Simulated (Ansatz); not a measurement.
Ni5Ge3:
```
Ni5Ge3
1.0
    5.36421     3.33833     0.00000
   -5.36421     3.33833     0.00000
   -3.24453     0.00000     5.41350
Ni Ge
10 6
Cartesian
 -1.31299   4.96555   3.49301
 -1.93154   1.71112   1.92050
 -3.55381   4.96555   4.62725
  0.30927   1.71112   0.78626
  2.68210   1.66917   0.00000
 -4.30437   1.66917   2.70675
 -3.77529   2.76070   0.46431
  0.53076   3.91597   4.94919
  2.15303   2.76070   2.24244
 -5.39756   3.91597   3.17106
 -0.81113   5.98769   1.35338
 -2.43340   0.68898   4.06013
 -4.70538   2.89626   5.14905
  1.46085   3.78040   0.26445
 -0.16142   2.89626   2.97120
 -3.08311   3.78040   2.44230
```

Relaxed with r²SCAN. Special points in fractions of this cell's reciprocal vectors: Γ (0.000, 0.000, 0.000); C (0.382, 0.382, 0.000); C2 (-0.382, 0.618, 0.000); Y2 (-0.500, 0.500, 0.000); M2 (-0.500, 0.500, 0.500); D (-0.267, 0.733, 0.500); D2 (0.267, 0.267, 0.500); A (0.000, 0.000, 0.500); L2 (0.000, 0.500, 0.500); V2 (0.000, 0.500, 0.000).

Question: List the band energies nearest the Fermi level at these points for plane-wave PAW r²SCAN (Ansatz code).

Answer: In eV from the Fermi level; about four levels below and three above (degenerate sets whole), none deeper than 8.9 eV; points with the same levels are listed once.

| k | below | above |
|---|---|---|
| Γ | -0.29 -0.28 -0.14 -0.11 | 0.10 2.72 2.99 |
| C | -0.61 -0.45 -0.40 -0.18 | 0.17 0.25 0.54 |
| Y2 | -0.82 -0.79 -0.22 -0.17 | 0.05 0.09 0.56 |
| M2 | -1.16 -1.16 -0.82 -0.82 | 0.07 0.07 0.18 0.18 |
| D | -0.70 -0.70 -0.32 -0.32 | 0.41 0.41 1.23 1.23 |
| A | -0.66 -0.66 -0.15 -0.15 | 0.16 0.16 0.98 0.98 |
| L2 | -0.91 -0.73 -0.43 -0.39 | 0.28 0.31 0.47 |
| V2 | -0.73 -0.46 -0.26 -0.17 | 0.15 0.20 0.89 |

Space group C2/c. The workflow started from a Materials Project entry (that database holds measured and hypothetical structures alike); the Crystallography Open Database copy checked does not list it. Its standing as an ambient phase is unchecked. The r²SCAN relaxation kept the symmetry of its start; whether a distortion lowers the energy is not shown. The run is not spin-polarised. Scalar-relativistic: spin–orbit coupling is off unless named, which matters more the heavier the elements.

Potentials: the earlier of the program's two PAW sets.
